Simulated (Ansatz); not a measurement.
## Is this ZrW structure a true minimum?

The cell was found from a structure generator's guess, not taken from experiment.

Computed with Ansatz, DFT PBE, scalar-relativistic, plane waves, PAW. Cutoff 420 eV; k points 24×24×12 on the computed 2-atom cell (Γ-centred); Gaussian smearing, width 0.10 eV; no spin polarisation.

The cell below (2 atoms, space group P-6m2 (No. 187)) is relaxed within its symmetry.

```
CELL_PARAMETERS angstrom
2.87579 0.00000 0.00000
-1.43789 2.49051 0.00000
0.00000 0.00000 5.30178
ATOMIC_POSITIONS crystal
Zr 0.00000 0.00000 0.00000
W 0.33333 0.66667 0.50000
```

For the test a repeat of it with 4 atoms (edges 2.88, 4.98, 5.30 Å) was strained at random (σ = 1.5 % a component), the atoms were moved at random (σ = 0.15 Å), and all was relaxed again on a coarse 8×4×4 mesh (in the run’s order of axes) with 0.20 eV smearing, with no symmetry imposed.

These runs have no spin–orbit coupling, which can matter for W.

Q: Does it come back?

A: It doesn't return. The energy falls by 279 meV/atom on that mesh, the volume changes by -2.2 %, and the end has space group Cmmm (No. 65) at a loose tolerance. Relaxed again on a 20×20×12 mesh with 0.10 eV smearing, the new structure lies 273 meV/atom below the first (mesh in the axes of the run's cell; the cell below is made exact in the group named). Space group Cmmm (No. 65), orthorhombic, a = 3.309 Å, b = 4.745 Å, c = 4.737 Å. Around Zr lie 4 W at 2.89 Å, 4 Zr at 2.89 Å, 2 Zr at 3.31 Å and 4 W at 3.35 Å; W is surrounded by 4 Zr at 2.89 Å, 4 W at 2.89 Å, 2 W at 3.31 Å and 4 Zr at 3.35 Å.

```cif
data_structure
_symmetry_space_group_name_H-M 'P 1'
_symmetry_Int_Tables_number 1
_cell_length_a 2.8926
_cell_length_b 2.8926
_cell_length_c 4.7365
_cell_angle_alpha 90.000
_cell_angle_beta 90.000
_cell_angle_gamma 110.216
_cell_volume 37.19
loop_
_atom_site_label
_atom_site_type_symbol
_atom_site_fract_x
_atom_site_fract_y
_atom_site_fract_z
_atom_site_occupancy
Zr1 Zr 0.00000 0.00000 0.50000 1
W1 W 0.50000 0.50000 0.00000 1
```
